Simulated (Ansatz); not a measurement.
An Ansatz (a quantum-chemistry and plane-wave program) run. Input:

Ansatz 0.2 input:
```yaml
crystal:
  lattice:
    - [4.4531136311, 0.0, 0.0]
    - [0.0, 4.4531136311, 0.0]
    - [0.0, 0.0, 6.2633659839]
  atoms:
    - { symbol: Cd, position: [0.5, 0.0, 0.7675825201] }
    - { symbol: Cd, position: [0.0, 0.5, 0.2324174799] }
    - { symbol: Te, position: [0.0, 0.0, 0.5] }
    - { symbol: Se, position: [0.5, 0.5, 0.0] }
kpoints:
  mp_grid: { grid: [5, 5, 4] }
  band_path:
    path:
      - [[0.0, 0.0, 0.0], [0.0, 0.5, 0.0], [0.5, 0.5, 0.0], [0.0, 0.0, 0.0], [0.0, 0.0, 0.5], [0.0, 0.5, 0.5], [0.5, 0.5, 0.5], [0.0, 0.0, 0.5]]  # Γ-X-M-Γ-Z-R-A-Z
      - [[0.0, 0.5, 0.0], [0.0, 0.5, 0.5]]  # X-R
      - [[0.5, 0.5, 0.0], [0.5, 0.5, 0.5]]  # M-A
      - [VBM, CBM]
    npoints: 8
basis: { xc_grid: 2 }
hamiltonian:
  xc: pbesol
  pseudopotentials: { kind: paw }
magnetization: { noncollinear: true, spin_orbit: true }
scf:
  n_extra_bands: 12
  convergence: { dr2_threshold: 0.0000000001 }
  occupations: { method: gaussian, width: 0.01 }
checkpoint: { write: soc.run }
output: { eigenvalues: true }
```

Output (shortened):

```
Pseudopotential: Cd, paw_fr, valence charge 20
Pseudopotential: Te, paw_fr, valence charge 16
Pseudopotential: Se, paw_fr, valence charge 16
Functional definition: PBEsol
non-collinear run that drives no moment, with spin-orbit …
Crystal: 4 atoms, lattice volume = 124.204 Å³
Basis set: ecut = 420 eV, 2461 PW (Γ), exchange–correlation on 60×60×90 points (8 copies of the dense FFT grid, shifted against one another)
Bands: 84, of which v1, the nominal top of the filled ones, is band 72 counted from 1 (71 counted from 0)
Symmetry: 8 space group operations + 8 with time reversal
k-points: 18 of 100 (time reversal used)
Projection manifold: j_resolved (fully-relativistic pseudo-atomic orbitals)
SCF iter   1: F=—  HF=-28704.862965 eV  |F-HF|=—  |Δ(HF+E_count)|=         —  Δρ=4.02e-2  dr2=3.33e0  dr2_m=0.00e0 (ungated)  ethr=3.10e-3  |M|=0.00e0 ∫|m|=0.00e0 μB  |m|>n=0.0e0 m-floor=0.0e0 τ_xc=0.0e0  β_m=0.30  ⟨swp⟩=9.2  Hψ=7675  notcnv=0
preconditioner: auto → Resta (q_TF=auto, 2.491 Å⁻¹)
spin=Noncollinear: Resta preconditioning applied to the charge; magnetization (m_x, m_y, m_z) channels mix plain (no charge-response kernel on spin).
SCF iter   2: F=—  HF=-28704.154735 eV  |F-HF|=—  |Δ(HF+E_count)|=   7.08e-1  Δρ=2.41e-2  dr2=1.16e0  dr2_m=0.00e0 (ungated)  ethr=3.10e-3  |M|=0.00e0 ∫|m|=0.00e0 μB  |m|>n=0.0e0 m-floor=0.0e0 τ_xc=0.0e0  β_m=0.49  ⟨swp⟩=2.0  Hψ=1846  notcnv=0  defer=116
SCF iter   3: F=—  HF=-28703.797729 eV  |F-HF|=—  |Δ(HF+E_count)|=   3.57e-1  Δρ=7.60e-3  dr2=5.79e-2  dr2_m=0.00e0 (ungated)  ethr=1.62e-3  |M|=0.00e0 ∫|m|=0.00e0 μB  |m|>n=0.0e0 m-floor=0.0e0 τ_xc=0.0e0  β_m=0.65  ⟨swp⟩=3.1  Hψ=2270  notcnv=0  defer=116
SCF iter   4: F=—  HF=-28703.777463 eV  |F-HF|=—  |Δ(HF+E_count)|=   2.03e-2  Δρ=2.14e-3  dr2=5.46e-3  dr2_m=0.00e0 (ungated)  ethr=8.04e-5  |M|=0.00e0 ∫|m|=0.00e0 μB  |m|>n=0.0e0 m-floor=0.0e0 τ_xc=0.0e0  β_m=0.70  ⟨swp⟩=4.0  Hψ=3164  notcnv=0  defer=114
SCF iter   5: F=—  HF=-28703.776958 eV  |F-HF|=—  |Δ(HF+E_count)|=   5.05e-4  Δρ=6.64e-4  dr2=7.03e-4  dr2_m=0.00e0 (ungated)  ethr=7.58e-6  |M|=0.00e0 ∫|m|=0.00e0 μB  |m|>n=0.0e0 m-floor=0.0e0 τ_xc=0.0e0  β_m=0.73  ⟨swp⟩=2.9  Hψ=2716  notcnv=0  defer=114
SCF iter   6: F=—  HF=-28703.777255 eV  |F-HF|=—  |Δ(HF+E_count)|=   2.97e-4  Δρ=2.59e-4  dr2=1.20e-4  dr2_m=0.00e0 (ungated)  ethr=9.76e-7  |M|=0.00e0 ∫|m|=0.00e0 μB  |m|>n=0.0e0 m-floor=0.0e0 τ_xc=0.0e0  β_m=0.86  ⟨swp⟩=2.1  Hψ=2458  notcnv=0  defer=114
SCF iter   7: F=—  HF=-28703.777387 eV  |F-HF|=—  |Δ(HF+E_count)|=   1.32e-4  Δρ=6.04e-5  dr2=7.77e-6  dr2_m=0.00e0 (ungated)  ethr=1.67e-7  |M|=0.00e0 ∫|m|=0.00e0 μB  |m|>n=0.0e0 m-floor=0.0e0 τ_xc=0.0e0  β_m=0.84  ⟨swp⟩=2.0  Hψ=2502  notcnv=0  defer=114
SCF iter   8: F=—  HF=-28703.777401 eV  |F-HF|=—  |Δ(HF+E_count)|=   1.44e-5  Δρ=2.05e-5  dr2=6.18e-7  dr2_m=0.00e0 (ungated)  ethr=1.08e-8  |M|=0.00e0 ∫|m|=0.00e0 μB  |m|>n=0.0e0 m-floor=0.0e0 τ_xc=0.0e0  β_m=0.86  ⟨swp⟩=2.0  Hψ=2406  notcnv=0  defer=114
SCF iter  12: F=-28703.777370 eV  HF=-28703.777370 eV  |F-HF|=2.91e-11  |Δ(HF+E_count)|=  6.98e-10  Δρ=1.20e-7  dr2=3.23e-11  dr2_m=0.00e0 (ungated)  ethr=1.00e-12  |M|=0.00e0 ∫|m|=0.00e0 μB  |m|>n=0.0e0 m-floor=0.0e0 τ_xc=0.0e0  ⟨swp⟩=10.2  Hψ=5890  notcnv=0
SCF 1 converged in 12 iterations: F = -28703.777370 eV  dr2 = 3.23e-11
NSCF: frozen V_eff on 40 k-points
NSCF: frozen V_eff on 40 k-points
NSCF: frozen V_eff on 36 k-points
NSCF: frozen V_eff on 5 k-points
NSCF: frozen V_eff on 5 k-points
NSCF: frozen V_eff on 5 k-points
NSCF: frozen V_eff on 5 k-points
NSCF: frozen V_eff on 5 k-points
NSCF: frozen V_eff on 5 k-points
NSCF: frozen V_eff on 84 k-points
SCF converged after 12 iterations
Magnetization: |M| = 0.0000 μB,  M = (+0.0000, +0.0000, +0.0000) μB
Absolute magnetization: 0.0000 μB (∫|m|)
  site 0: m = (+0.0000, +0.0000, +0.0000) μB, |m| = 0.0000 μB  (R = 1.10 Å)
  site 1: m = (+0.0000, +0.0000, +0.0000) μB, |m| = 0.0000 μB  (R = 1.10 Å)
  site 2: m = (+0.0000, +0.0000, +0.0000) μB, |m| = 0.0000 μB  (R = 1.15 Å)
  site 3: m = (+0.0000, +0.0000, +0.0000) μB, |m| = 0.0000 μB  (R = 1.10 Å)
Free energy (F): -28703.777370 eV
Harris-Foulkes:  -28703.777370 eV  (|F-HF|=2.91e-11)
Internal energy: -28703.777370 eV  (E = F + TS)
E sigma→0 (E₀):  -28703.777370 eV
Fermi energy:    7.708202 eV
--- Per-component energies (eV) ---
  E_band       = -1689.921791
  E_kinetic    = 1309.761343
  E_local      = -11853.234514  (includes V_loc(G=0)·N_el)
  E_nonlocal   = -830.106136
  E_hartree    = 5784.434619
  E_xc         = -577.372677
  E_vxc        = -643.984547  (∫ρ·V_xc dr)
  E_paw        = -14487.234210  (= ΣΔE_a)
  E_vpaw       = -1241.226399  (= ΣTr[D̂ρ^β])
  E_aug_tail   = -0.000759  (compensation charges beyond the density's cutoff)
  E_ewald      = -8052.104390
  E_core_change = 2.079354  (= ΣΔE_core)
  E_smearing   =  0.000000  (= −TS)
  E_closure    = 0.000000  (closes the sum)
  Σ components = -28703.777370   (vs F -28703.777370, Δ=0.00e0)
  [band-id]    e_kinetic+e_local+e_nonlocal+2·e_hartree+e_vxc+e_vpaw+e_augmentation_tail = -1689.921773   (vs E_band -1689.921791, Δ=1.84e-5)
--- Band table (eV; the first three rows and the last of 18) ---
  k-point 0: bands = ["-94.4038", "-94.4038", "-94.4038", "-94.4038", "-59.5695", "-59.5695", "-59.5694", "-59.5694", "-53.7302", "-53.7302", "-53.7301", "-53.7301", "-53.7138", "-53.7138", "-53.7137", "-53.7137", "-40.1416", "-40.1416", "-40.1271", …
  k-point 1: bands = ["-94.4038", "-94.4038", "-94.4038", "-94.4038", "-59.5695", "-59.5695", "-59.5694", "-59.5694", "-53.7301", "-53.7301", "-53.7301", "-53.7301", "-53.7138", "-53.7138", "-53.7137", "-53.7137", "-40.1416", "-40.1416", "-40.1271", …
  k-point 2: bands = ["-94.4038", "-94.4038", "-94.4038", "-94.4038", "-59.5695", "-59.5695", "-59.5694", "-59.5694", "-53.7301", "-53.7301", "-53.7301", "-53.7301", "-53.7138", "-53.7138", "-53.7138", "-53.7138", "-40.1416", "-40.1416", "-40.1271", …
  k-point 17: bands = ["-94.4038", "-94.4038", "-94.4038", "-94.4038", "-59.5695", "-59.5695", "-59.5695", "-59.5695", "-53.7302", "-53.7302", "-53.7302", "-53.7301", "-53.7139", "-53.7138", "-53.7138", "-53.7138", "-40.1416", "-40.1416", "-40.1271", …
```

Cost: about 3 core-minutes (a rough figure) on shared cores.

Space group P-4m2. The first step of the workflow began from a Materials Project structure, measured or hypothetical; the Crystallography Open Database copy checked does not list it. Whether it is the stable phase at ambient conditions was not checked. Symmetry was held in the PBEsol relaxation; of distortions, only those at the zone centre were tested.

Potentials: the later of the program's two PAW sets.

Ansatz is a plane-wave DFT program.
